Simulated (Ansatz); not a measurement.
The start is a relaxed SnO2 cell shaken by Gaussian noise of σ = 0.08 Å a coordinate. The structure is fully relaxed (lattice and positions, P = 0) with r2SCAN (plane waves to 500 eV, PAW, scalar-relativistic; Ansatz, an electronic-structure program). The first steps use a coarse 4×4×4 k-mesh.

Initial structure:
```
SnO2
1.0
    4.73190     0.00000     0.00000
    0.00000     5.74375     0.00000
    0.00000     0.00000     5.23817
Sn O
4 8
Direct
  0.47708   0.16694   0.75627
  0.98887   0.33283   0.24499
  0.48066   0.83824   0.21446
  0.98194   0.66989   0.74517
  0.24998   0.38462   0.91165
  0.72908   0.10901   0.08184
  0.79868   0.57704   0.11009
  0.30548   0.87959   0.92786
  0.76846   0.38722   0.60232
  0.25855   0.09907   0.43002
  0.22288   0.61636   0.39171
  0.75478   0.90674   0.60530
```

Question: What is the largest force in the starting geometry, and on which atom (counted from 1)?

Answer: 11.26 eV/Å, on Sn3 (atoms numbered as listed).

Question: How much energy is released per atom?

Answer: 0.29 eV/atom.

Question: Is the parent structure recovered?

Answer: The parent structure is recovered, Pbcn (No. 60).

Question: How do the shortest distances between atoms change?

Answer: The closest pairs of elements (up to four, under 3.6 Å), start → end: O–Sn 1.73 → 2.04 Å; O–O 2.50 → 2.63 Å; Sn–Sn 3.05 → 3.23 Å.

The end point of the relaxation:

```cif
data_O8Sn4
_chemical_formula_sum 'Sn4 O8'
_space_group_name_H-M_alt 'Pbcn'
_space_group_IT_number 60
_space_group_name_Hall '-P 2n 2ab'
_cell_length_a 4.73191
_cell_length_b 5.74394
_cell_length_c 5.23828
_cell_angle_alpha 90.000
_cell_angle_beta 90.000
_cell_angle_gamma 90.000
loop_
_atom_site_label
_atom_site_type_symbol
_atom_site_symmetry_multiplicity
_atom_site_Wyckoff_symbol
_atom_site_fract_x
_atom_site_fract_y
_atom_site_fract_z
_atom_site_occupancy
Sn1 Sn 4 c 0.00000 0.16512 0.75000 1
O1 O 8 d 0.22981 0.10765 0.42112 1
```

Final values are on a 6×5×5 k-mesh of the relaxed cell. No spin polarisation in the result.

The first start was generated by placing the elements on the sites of a structure type. Materials Project lists a structure of SnO2 in the same space group, Pbcn (No. 60); the sites were not compared with it, nor with measured phases. Known forms of SnO2 include space group No. 136.
